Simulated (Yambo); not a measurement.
Quantum ESPRESSO input (LDA, PseudoDojo standard norm-conserving files, scalar-relativistic) whose wavefunctions are converted with p2y:

```
&CONTROL
  calculation = 'nscf'
  pseudo_dir = './pseudo'
  outdir = './out'
/
&SYSTEM
  ibrav = 0
  nat = 10
  ntyp = 4
  ecutwfc = 84.0
  ecutrho = 336.0
  occupations = 'fixed'
  force_symmorphic = .true.
  nbnd = 312
/
&ELECTRONS
  conv_thr = 1e-08
  diago_full_acc = .true.
  diago_thr_init = 1e-08
/
ATOMIC_SPECIES
Li 6.9400 Li.upf
F 18.9984 F.upf
Rb 85.4678 Rb.upf
Tl 204.3800 Tl.upf
CELL_PARAMETERS angstrom
  0.000000000000   4.345650000000   4.345650000000
  4.345650000000   0.000000000000   4.345650000000
  4.345650000000   4.345650000000   0.000000000000
ATOMIC_POSITIONS crystal
Li   0.500000000000   0.500000000000   0.500000000000
F   0.253710000000   0.253710000000   0.746290000000
F   0.746290000000   0.746290000000   0.253710000000
F   0.746290000000   0.253710000000   0.253710000000
F   0.253710000000   0.746290000000   0.746290000000
F   0.253710000000   0.746290000000   0.253710000000
F   0.746290000000   0.253710000000   0.746290000000
Rb   0.250000000000   0.250000000000   0.250000000000
Rb   0.750000000000   0.750000000000   0.750000000000
Tl   0.000000000000   0.000000000000   0.000000000000
K_POINTS automatic
1 1 1 0 0 0
```

Yambo's initialisation report on symmetry, reciprocal space, the k grid and the gaps on this mesh:

```
  [02.02] Symmetries
  ==================

  Inversion symmetry    : yes
  Spatial inversion     : yes
  Inversion index       :  25
  K-space Time-reversal : no
  Magnetic symmetries   : no
  Group table correct   : yes
  Symmetries units      :  [cc]

  [02.03] Reciprocal space
  ========================

  nG shells         :   767
  nG charge         :  115147
  nG WFs            :  14331
  nC WFs            :  14331
  G-vecs. in first 76 shells:  [ Number ]
     1    9   15   27   51   59   65   89  113
    137   169   181   229   259   283   307   331   339
    387   411   459   531   537   561   609   645   701
    725   749   821   869   893   941   965  1037  1067
   1139  1211  1243  1291  1363  1411  1459  1471  1591
   1639  1687  1759  1807  1837  1893  1917  1989  2085
   2109  2133  2229  2277  2397  2421  2445  2565  2637
   2685  2733  2741  2837  2891  2975  3071  3119  3143
    3215   3287   3383   3479
  ...
  Shell energy in first 76 shells:  [ mHa ]
    0.00000      219.525      292.700      585.400      804.925      878.100      1170.80      1390.32      1463.50
    1756.20      1975.72      2341.60      2561.12      2634.30      2927.00      3146.52      3219.70      3512.40
    3731.92      3805.10      4097.80      4317.32      4683.20      4902.72      4975.90      5268.60      5488.12
    5561.30      5854.00      6073.52      6146.70      6439.40      6658.92      7024.80      7244.32      7317.50
    7610.20      7829.72      7902.90      8415.12      8488.30      8781.00      9000.52      9366.40      9585.92
    9659.10      9951.80      10171.3      10244.5      10537.2      10756.7      10829.9      11122.6      11342.1
    11708.0      11927.5      12000.7      12293.4      12512.9      12586.1      12878.8      13098.3      13171.5
    13464.2      13683.7      14049.6      14269.1      14342.3      14635.0      14854.5      14927.7      15220.4
    15439.9      15513.1      15805.8      16025.3
  ...

  [02.04] K-grid lattice
  ======================

  Compatible Grid is   : 0D
  K lattice UC volume  :  0.223949 [a.u.]

  IBZ K-points                                      :  1
  BZ  K-points                                      :  1

  K/Q-points units:
  rlu = crystal or reduced units; cc = cartesian coordinates; iku = interal k-units

  K [1]          [rlu]:  0.000000  0.000000  0.000000
         WF components:  14331

  [02.05] Energies & Occupations
  ==============================

  [X] === General ===
  [X] Electronic Temperature                        :  0.000000  0.000000 [eV K]
  [X] Bosonic    Temperature                        :  0.000000  0.000000 [eV K]
  [X] Finite Temperature mode                       : no
  [X] El. density                                   :  0.46304E+24 [cm-3]
  [X] Fermi Level                                   :  1.650949 [eV]

  [X] === Gaps and Widths ===
  [X] Conduction Band Min                           :  3.267309 [eV]
  [X] Valence Band Max                              :  0.000000 [eV]
  [X] Filled Bands                                  :   38
  [X] Empty Bands                                   :   39  312
  [X] Direct Gap                                    :  3.267309 [eV]
  [X] Direct Gap localized at k                     :  1
```
The gaps are LDA values on this mesh alone; only operations without fractional translations are kept.

Spin-orbit coupling is not included.

Geometry of the Materials Project entry, not relaxed at this level.
